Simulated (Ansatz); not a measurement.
Problem. Each is relaxed and computed with plane-wave PAW r²SCAN (Ansatz code). Which is the only metal?
A. BaTiAs2O8, C2/m (Pearson symbol mS24)
B. Ba2CdB2O6, C2/m (Pearson symbol mS22)
C. TaSb2, C2/m (Ta on 4i, Sb on 4i, Sb on 4i)
D. Ca3SbP, anti-perovskite

Solution. C, TaSb2, C2/m (Ta on 4i, Sb on 4i, Sb on 4i). TaSb2: metal; BaTiAs2O8: gap 3.04 eV; Ca3SbP: gap 1.04 eV (direct); Ba2CdB2O6: gap 3.96 eV (direct). Standing as an ambient phase not checked: TaSb2, C2/m (Ta on 4i, Sb on 4i, Sb on 4i); BaTiAs2O8, C2/m (Pearson symbol mS24); Ca3SbP, anti-perovskite; Ba2CdB2O6, C2/m (Pearson symbol mS22). All cells were relaxed under the symmetry of their starts (and spin orders); stability against distortions was not tested throughout. Rows with no word on spin ran without spin polarisation. Scalar-relativistic: spin–orbit coupling is off unless named, which matters more the heavier the elements.

Potentials: the later of the program's two PAW sets.
